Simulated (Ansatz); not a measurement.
Structure relaxation, PtSe2

The start is a relaxed PtSe2 cell displaced along its unstable phonon at q = Γ (120i cm⁻¹), largest move 0.15 Å. A full variable-cell relaxation at zero pressure is run with PBEsol (plane waves to 420 eV, PAW, scalar-relativistic; Ansatz, a program for electronic structure). First-step values are on the input's coarse k-mesh.

Ansatz input (later rounds restart from its end on a renewed k-mesh):
Ansatz 0.2 input:
```yaml
crystal:
  lattice:
    - [7.154044438, 0, 0]
    - [-3.577022219, 6.1955842231, 0]
    - [0, 0, 3.698966539]
  atoms:
    - { symbol: Se, position: [0.2479140149, 0, 0.0218778388] }
    - { symbol: Se, position: [0, 0.2479140149, 0.0218778388] }
    - { symbol: Se, position: [0.7520859851, 0.7520859851, 0.0218778388] }
    - { symbol: Se, position: [0.5442578096, 0, 0.5346065971] }
    - { symbol: Se, position: [0, 0.5442578096, 0.5346065971] }
    - { symbol: Se, position: [0.4557421904, 0.4557421904, 0.5346065971] }
    - { symbol: Pt, position: [0, 0, 0.5125129473] }
    - { symbol: Pt, position: [0.3333333333, 0.6666666667, -0.0405518672] }
    - { symbol: Pt, position: [0.6666666667, 0.3333333333, -0.0405518672] }
basis: { ecutwfc: 420, ecutrho_ratio: 4, xc_grid: 2, fft_grid_basis: typed }
kpoints: { mp_grid: { grid: [5, 5, 9] } }
hamiltonian:
  xc: pbesol
  dispersion: none
  pseudopotentials: { kind: paw }
scf: { occupations: { method: fermi_dirac, width: 0.05 } }
relax: { f_tol: 0.01, max_steps: 100, cell: { stress_tol: 0.02 } }
output: { forces: true, stress: true }
```

Question: Which atoms feel the largest initial force, and how large is it?

Answer: 1.12 eV/Å, on Pt8, Pt9 (atoms numbered as listed).

Question: How much energy is released per atom?

Answer: 0.55 eV/atom.

Question: How does the volume per atom move from start to end?

Answer: +9.0 %, from 18.22 to 19.85 Å³/atom.

Question: Does it find its way back to the structure it was made from?

Answer: It does not go back: it reaches P-3m1 (No. 164), CdI2 type, 0.59 eV/atom below the parent.

Question: Is the relaxed structure metallic? Give its gap.

Answer: No gap (metallic).

Question: Write out the relaxed structure.

Answer: 
Space group P-3m1 (No. 164); a = b = 3.761 Å, c = 4.861 Å, α = β = 90.00°, γ = 120.00°

| atom | site | symmetry | x | y | z |
|---|---|---|---|---|---|
| Se | 2d | 3m. | 0.6667 | 0.3333 | 0.2608 |
| Pt | 1a | -3m. | 0.0000 | 0.0000 | 0.0000 |

Final values are on a 14×14×10 k-mesh of the relaxed cell. No spin polarisation in the result. Without a van der Waals term the distances between weakly bound units are poorly fixed.

The run could not lose the symmetry of its start.

Without dispersion the volume is uncertain too.

Of the parent cell (P-62m (No. 189)): it is a generated cell of PtSe2: the first start was made by placing the elements on the sites of a structure type, and the end was not matched to a known phase here, so it may be hypothetical. Known forms of PtSe2 include space group No. 164.
